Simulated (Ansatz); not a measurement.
The relaxed structure here is a generated cell of CoSn3: the first start was made by placing the elements on the sites of a structure type, and the end was not matched to a known phase here, so it may be hypothetical.

One starting cell of CoSn3 (a generated trial cell of CoSn3 in the AFLOW prototype A3B_cI8_229_b_a (as in H3S)) was relaxed twice with Ansatz (plane waves, PAW, scalar-relativistic): with PBEsol at 420 eV and with PBE at 420 eV. The PBEsol result:

CoSn3 is taken in the cubic space group Im-3m (No. 229), Pearson symbol cI8. Cell: a = 5.681 Å, b = 5.681 Å, c = 5.681 Å, α = 90.00°, β = 90.00°, γ = 90.00°. Sn on 6b is surrounded by 4 Sn at 2.840 Å and 2 Co at 2.840 Å (octahedral). Co on 2a is coordinated by 6 Sn at 2.840 Å (octahedral). (Neighbours: up to the widest gap in distance over summed covalent radii, below 1.35, at either atom.)
(The calculation used a cell of 4 atoms; values per cell refer to that cell.)

```
quantity                                 PBEsol            PBE
--------------------------------  -------------  -------------
space group                               Im-3m          Im-3m
volume (Å³/atom)                          22.91          24.31
a (Å)                                     5.681          5.794
gap (eV, no spin-orbit coupling)           0.00           0.00
spin order                        ferromagnetic  ferromagnetic
net moment (μB/atom)                       0.35           0.36
```

Both levels end in the same structure; PBE's volume is 6.1 % larger. Neither column is exact.

Spin states reached: ferromagnetic; spin orders were not searched systematically.

The run could not lose the symmetry of its start: the end is stationary, and may be a saddle point rather than a minimum.

All atoms sit on sites fixed by symmetry, so only the cell could relax.

Ansatz is an electronic-structure program.
